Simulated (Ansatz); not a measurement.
Input:

BAs:
```
BAs
1.0
    3.36566     0.00000     0.00000
   -1.68283     2.91475     0.00000
    0.00000     0.00000     5.57519
B As
2 2
Direct
  0.66667   0.33333   0.99968
  0.33333   0.66667   0.49968
  0.66667   0.33333   0.62552
  0.33333   0.66667   0.12552
```

This is the r²SCAN-relaxed structure. x, y and z are the axes in which the lattice vectors are written.

Question: All from r²SCAN in the plane-wave PAW code Ansatz, unless another level is named. Give the Debye temperature from the elastic constants.

Answer: 705 K.

Question: What about the piezoelectric stress constants (proper, relaxed ions, C/m²)?

Answer: e15 = e24 = -0.12, e31 = e32 = -0.17, e33 = 0.36.

Space group P6_3mc (wurtzite). A made-up cell: these elements were put on the sites of a structure type; the Crystallography Open Database copy checked does not list it. It is not the phase usual at ambient conditions (space group No. 216). The r²SCAN relaxation kept the symmetry of its start; whether a distortion lowers the energy is not shown.

Potentials: the later of the program's two PAW sets.
